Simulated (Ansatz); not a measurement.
Trial structure of MgCd3O, not yet relaxed:

```cif
data_structure
_symmetry_space_group_name_H-M 'Pm-3m'
_symmetry_Int_Tables_number 221
_cell_length_a 4.4126
_cell_length_b 4.4126
_cell_length_c 4.4126
_cell_angle_alpha 90.000
_cell_angle_beta 90.000
_cell_angle_gamma 90.000
_cell_volume 85.92
loop_
_atom_site_label
_atom_site_type_symbol
_atom_site_symmetry_multiplicity
_atom_site_Wyckoff_symbol
_atom_site_fract_x
_atom_site_fract_y
_atom_site_fract_z
_atom_site_occupancy
Mg1 Mg 1 b 0.50000 0.50000 0.50000 1
Cd1 Cd 3 d 0.50000 0.00000 0.00000 1
O1 O 1 a 0.00000 0.00000 0.00000 1
```

Computed with Ansatz 0.2.0, DFT PBE, scalar-relativistic, plane waves, PAW. Plane waves to 420 eV, a k mesh through Γ of 4×4×4 on the computed 5-atom cell and Gaussian smearing (0.10 eV); no spin polarisation.

The zero of energy is the elements' standard structures at the same level (O₂ as a molecule); no fitted shifts are applied.

Q: How far from equilibrium is it?

A: The pressure is 16.5 GPa (it wants to expand), the largest force is 0.00 eV/Å (symmetry fixes the atoms), and the energy is +0.02 eV/atom against the elements. The shortest distance is 2.21 Å.

Q: How much does it gain on relaxing, and where does it end?

A: Relaxing gains about 0.12 eV/atom (the start's value is from the coarse mesh, so the gain is rough) in 10 ionic steps and ends at −0.10 eV/atom on the finer mesh. The symmetry stays Pm-3m (No. 221). The end has the antiperovskite type. The volume per atom grows by 21.0 %, from 17.2 to 20.8 Å³. The shortest distance goes from 2.21 Å (Cd–O) to 2.35 Å (Cd–O). Conventional cell: a = 4.702 Å. Mg has 12 Cd at 3.33 Å; Cd is surrounded by 2 O at 2.35 Å, 4 Mg at 3.33 Å and 8 Cd at 3.33 Å; O is surrounded by 6 Cd at 2.35 Å.

The last run used an 8×8×8 mesh for its 5-atom cell and Gaussian smearing of 0.10 eV. The relaxation can't lower the symmetry of the start. Symmetry constrained the relaxation, so the result can be a saddle point. Another cell of MgCd3O relaxed alike, in P4mm, lies 83 meV/atom lower, so this cell isn't the stable form at this level.
